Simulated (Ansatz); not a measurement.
RbCaH3 (cubic perovskite, Pm-3m), DFT-LDA in the program Ansatz with PAW potentials: ε∞ = 3.45, cell volume 85.09 Å³. Infrared-active transverse modes:

| ω_TO (cm⁻¹) | oscillator strength S_xx (e²/amu) |
|---|---|
| 108.1 | 0.04227 |
| 405.7 | 1.691 |
| 1206.8 | 1.018 |

Task: Compute the static dielectric constant.

Result: Each mode adds (4.921e7/V) S/ω²: 2.09, 5.94, 0.40. So ε0 = 11.9.

The first step of the workflow began from a Materials Project structure, measured or hypothetical; the Crystallography Open Database files this formula in space group No. 221, but the cells were not matched. Whether it is the stable phase at ambient conditions was not checked. The LDA relaxation kept the symmetry of its start; phonons on a q-mesh show no instability. Scalar-relativistic: spin–orbit coupling is off unless named, which matters more the heavier the elements.

Potentials: the later of the program's two PAW sets.
